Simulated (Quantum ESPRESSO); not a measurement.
# Moving one atom in PSi6Ga

The results below are calculated, not measured. They come from pw.x of Quantum ESPRESSO 7.5, a plane-wave density functional program, with PseudoDojo standard norm-conserving files (v0.5 for PBE, v0.4.1 for LDA and PBEsol). The cells are made up: elements, strain and atom displacements were drawn at random, and nothing was relaxed. There is no spin polarisation, spin-orbit coupling or dispersion term.

The cell has 8 sites of a zincblende or diamond lattice. Sites 1 to 4 hold P Si Ga Si; sites 5 to 8 hold Si Si Si Si. Cell vectors in Å: (5.502, -0.089, -0.085); (-0.089, 5.407, 0.009); (-0.085, 0.009, 5.508). Settings: PBE, cutoff 1088 eV, 6 x 6 x 6 k mesh shifted by half a step, Fermi-Dirac smearing of 0.1 eV.

Each run shifts the Si atom on site 2 along z and leaves all else fixed. Site 6 is one of its nearest neighbours. E is the free energy of the cell above the lowest run shown.

```
run,shift (Å),Fz on site 2 (eV/Å),Fz on site 6 (eV/Å),P (GPa),E (meV)
1,-0.0582,0.191,0.756,0.63,1.1
2,-0.0506,0.099,0.781,0.64,0.0
3,-0.0251,-0.212,0.867,0.67,1.4
4,0.0069,-0.604,0.979,0.73,14.5
6,0.0381,-0.989,1.093,0.80,39.3
7,0.0901,-1.632,1.291,0.98,107.5
5,0.0258,?,?,?,?
```

A rerun of one of these cells at 1377 eV and k mesh 8 x 8 x 8 moved values by no more than 0.002 eV in the cell's energy, 0.02 GPa in stress and 0.002 eV/Å in force.

## Worked fit

A parabola through the six runs shown gives Fz on site 2 = -0.520 - 12.27 u - 0.9 u² eV/Å, with u in Å and a scatter of 0.001 eV/Å. Minus the slope, 12.27 ± 0.02 eV/Å², is this atom's force constant along z at u = 0, with its periodic images moving too. The fitted force vanishes at u = -0.043 Å, where the energy should be lowest along this line. The error is the larger of the fit's own and the change that a cubic makes, rounded up.

## Withheld run

Question: what Fz on site 2 should run 5 give?

The fit gives -0.837 eV/Å. The calculation gave -0.838 eV/Å.

```
run  shift (Å)  Fz on site 2 (eV/Å)  Fz on site 6 (eV/Å)  P (GPa)  E (meV)
  5     0.0258               -0.838                1.048     0.77     28.1
```